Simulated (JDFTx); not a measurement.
| Property | Value |
|---|---|
| surface | Ru(1 0 -1 0) |
| bulk | Ru, P6_3/mmc, lattice of mp-33 (not re-optimised) |
| slab | 6 atoms in 6 planes, 1x1, 5.3 Å between the outermost planes |
| in-plane cell | 2.708 × 4.268 Å, 11.56 Å² |
| cell height | 21.5 Å |
| sampling | 8×6×1 k mesh, Fermi smearing 0.01 Ha, no spin polarisation |

Method: PBE, GBRV ultrasoft potentials, plane waves to 20/100 Ha, in JDFTx (a modified build). Liquid: linear PCM (GLSSA13), water, 1 M NaF. The neutral cell holds 96 valence electrons and has two faces of 11.557 Å² each. Last filling lines of the neutral and of a charged run (μ in hartree, zero in the bulk liquid):

```
FillingsUpdate:  mu: -0.166801349  nElectrons: 96.000000
FillingsUpdate:  mu: -0.161330000  nElectrons: 96.039499
```

Worked example: both potentials, by the convention U = −μ/e − 4.44 V vs SHE, the surface charge density and the mean capacitance.

U_pzc = 0.16680 × 27.2114 − 4.44 = 0.10 V; U = 0.16133 × 27.2114 − 4.44 = -0.05 V. The cell has 0.0395 excess electrons, a net charge of -0.0395 e, shared by two faces: σ = -0.0395 e / (2 × 11.557 Å²) = -0.00171 e/Å² = -2.7 μC/cm² (1 e/Å² = 1602.18 μC/cm²). C = σ/(U − U_pzc) = -2.7/-0.15 ≈ 18 μF/cm².
